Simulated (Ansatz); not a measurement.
K$_{2}$LiRhF$_{6}$:
```
CELL_PARAMETERS angstrom
      0.00000     4.00997     4.00997
      4.00997     0.00000     4.00997
      4.00997     4.00997     0.00000
ATOMIC_POSITIONS crystal
  K  0.75000 0.75000 0.75000
  K  0.25000 0.25000 0.25000
  Li 0.50000 0.50000 0.50000
  Rh 0.00000 0.00000 0.00000
  F  0.75268 0.24732 0.24732
  F  0.24732 0.75268 0.75268
  F  0.24732 0.75268 0.24732
  F  0.75268 0.24732 0.75268
  F  0.24732 0.24732 0.75268
  F  0.75268 0.75268 0.24732
```

Relaxed with r²SCAN.

Map the valence electron density (e/Å³), cut off at 2 on the plane through (0.750, 0.750, 0.750) spanned by u = [1, 0, 0] and v = [-1, 1, 1] in lattice vectors, from r²SCAN (plane waves, PAW; program Ansatz).

x is the fraction of u, y of v (the angle between them is 90°; rows are the nearest grid lines); atoms in the plane: K at (0.00, 0.00), K at (0.00, 0.50), Li at (0.50, 0.75), Rh at (0.50, 0.25), F at (0.50, 0.50), F at (0.50, 0.00).
```
y \ x   0.000  0.107  0.179  0.286  0.357  0.464  0.536  0.643  0.714  0.821  0.893   1.00
------  -----  -----  -----  -----  -----  -----  -----  -----  -----  -----  -----  -----
1.00     2.00   2.00  0.404  0.099  0.644   2.00   2.00  0.643  0.099  0.404   2.00   2.00
0.925    2.00  0.894  0.166  0.054  0.210   1.44   1.44  0.210  0.054  0.167  0.895   2.00
0.850   0.146  0.073  0.039  0.032  0.043  0.105  0.105  0.043  0.032  0.039  0.073  0.146
0.775   0.016  0.028  0.045  0.053  0.060   2.00   2.00  0.058  0.053  0.045  0.028  0.016
0.700   0.024  0.029  0.040  0.047  0.047   1.64   1.64  0.047  0.046  0.040  0.030  0.024
0.625   0.423  0.173  0.054  0.031  0.063  0.195  0.196  0.063  0.031  0.054  0.173  0.423
0.550    2.00   1.57  0.267  0.073  0.366   2.00   2.00  0.366  0.073  0.267   1.57   2.00
0.450    2.00   1.58  0.270  0.082  0.419   2.00   2.00  0.419  0.082  0.270   1.58   2.00
0.375   0.423  0.174  0.060  0.077  0.220  0.630  0.629  0.220  0.077  0.060  0.174  0.423
0.300   0.024  0.032  0.053  0.205   1.20   2.00   2.00   1.20  0.204  0.052  0.032  0.024
0.225   0.016  0.030  0.059  0.242   1.71   2.00   2.00   1.71  0.242  0.059  0.030  0.016
0.150   0.145  0.075  0.047  0.108  0.373   1.30   1.30  0.373  0.108  0.048  0.075  0.145
0.0750   2.00  0.898  0.170  0.069  0.274   1.98   1.98  0.274  0.069  0.170  0.898   2.00
0.000    2.00   2.00  0.404  0.099  0.644   2.00   2.00  0.643  0.099  0.404   2.00   2.00
```

The density is the valence pseudo-density with augmentation charge, so density and ELF within about 1 Å of a nucleus are not all-electron values.

Space group Fm-3m. The workflow started from a Materials Project entry (that database holds measured and hypothetical structures alike); the Crystallography Open Database copy checked does not list it. Its standing as an ambient phase is unchecked. The cell was relaxed with r²SCAN under the symmetry of its start; its stability against distortions is not shown here. The run is not spin-polarised.

Potentials: the later of the program's two PAW sets.
